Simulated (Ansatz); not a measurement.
Relaxed Sc (hcp, Mg type):

```xyz
2
Lattice="3.2772 0.0000 0.0000 -1.6386 2.8381 0.0000 0.0000 0.0000 5.0855" Properties=species:S:1:pos:R:3 pbc="T T T"
Sc     0.0000     1.8921     3.8141
Sc     1.6386     0.9460     1.2714
```

In each cell atom 1 (Sc, nearest neighbour Sc at 3.169 Å; its periodic images, 3.3 Å or more away, move with it) moves by s·(0.577, 0.577, 0.577) (along Cartesian [111]), the rest being held.

The numbers are results of PBEsol (plane waves to 420 eV, PAW, scalar-relativistic; Ansatz, a quantum-chemistry and plane-wave program), not measurements. k mesh 13×13×8 (Γ-centred), Fermi-Dirac smearing 0.05 eV. Energies are smeared free energies. With partly filled bands, energies and forces of such displacements shift with the k mesh and the smearing. Sc is run without spin polarisation. Sc was relaxed with its symmetry unable to fall. The PAW data are Ansatz's earlier set. The zero of ΔE is the undisplaced structure. The last digit holds for this mesh only.

```tsv
s (Å)	ΔE (meV/cell)
-0.320	132.3
-0.256	withheld
-0.192	47.4
-0.128	21.0
-0.064	5.2
0.000	0.0
0.064	5.1
0.128	20.5
0.192	46.0
0.256	81.7
0.320	127.3
```

**Question.** Fit a polynomial form (powers 2, 3, 4) to the given rows and predict ΔE at s = -0.256.

**Answer.** Least squares on the 10 given rows: ΔE = (1266)·s² + (-77.66)·s³ + (17.18)·s⁴, in meV/cell with s in Å; root-mean-square residual 0.08 meV/cell. At -0.256 the fit gives 84.3 meV/cell; the calculation gives 84.5 meV/cell, so the interpolation is off by -0.2 (-0.2 %). The quadratic term alone would give 83.0 meV/cell.

(For displaced atoms, the force is minus the slope of the energy, and its curvature is a force constant, which sets phonon frequencies.)
